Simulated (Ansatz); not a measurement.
## KSrH3N2 — 87Sr NMR of the central transition

Cell: a structure deposited in the COD, relaxed with r2SCAN at fixed cell and then changed (all 4 Mg of one site replaced by Sr, ions relaxed).

```cif
data_KSrH3N2
_symmetry_space_group_name_H-M 'Pnma'
_symmetry_Int_Tables_number 62
_cell_length_a 9.3497
_cell_length_b 3.6631
_cell_length_c 9.8901
_cell_angle_alpha 90.000
_cell_angle_beta 90.000
_cell_angle_gamma 90.000
loop_
_atom_site_label
_atom_site_type_symbol
_atom_site_symmetry_multiplicity
_atom_site_Wyckoff_symbol
_atom_site_fract_x
_atom_site_fract_y
_atom_site_fract_z
K K 4 c 0.2123 0.7500 0.1466
Sr Sr 4 c 0.0523 0.2500 0.3656
H9 H 4 c 0.2524 0.7500 0.4528
H13 H 8 d 0.4249 0.0332 0.4219
N21 N 4 c 0.1523 0.7500 0.4951
N25 N 4 c 0.4444 0.2500 0.3603
```

One atom of each set is listed.

Level of theory: DFT, r2SCAN, plane waves and PAW, scalar-relativistic, 500 eV cutoff, Γ-centred 3×8×3 k-points, Fermi–Dirac smearing 0.02 eV (Ansatz 0.2.0).

87Sr has I = 9/2 and Q = 305.0 mb (Pyykkö 2018); at 35.2 T its Larmor frequency is ν₀ = 65.2 MHz. Only the quadrupole interaction is simulated: positions count from each site's isotropic chemical shift, and shift anisotropy, dipolar and J coupling are left out.

Question: Give C_Q, η, the quadrupolar product P_Q = |C_Q|(1 + η²/3)^½, the second-order isotropic shift and the breadth of the pattern (static powder) for each Sr site.

Answer: 

| site | first shell | C_Q (MHz) | η | P_Q (MHz) | δ_QIS (ppm) | breadth (kHz) |
| --- | --- | --- | --- | --- | --- | --- |
| Sr | 4 N at 2.36–2.45 Å | -110 | 0.26 | 111 | -4059 | 1659 |

δ_QIS = −(ν_Q²/30ν₀²)[I(I+1) − 3/4](1 + η²/3) × 10⁶ ppm with ν_Q = 3|C_Q|/[2I(2I−1)]; it falls as 1/B₀² in ppm, and the breadth as 1/B₀ in kHz.

The substituted crystal keeps its parent's cell, where the r2SCAN pressure is 8 GPa, so with r2SCAN the cell would grow if it were relaxed. Without spin–orbit coupling (the program notes it for Sr) the gradients are little affected as a rule: paired runs on crystals with a gap mostly move them by under 2 % at such atoms.
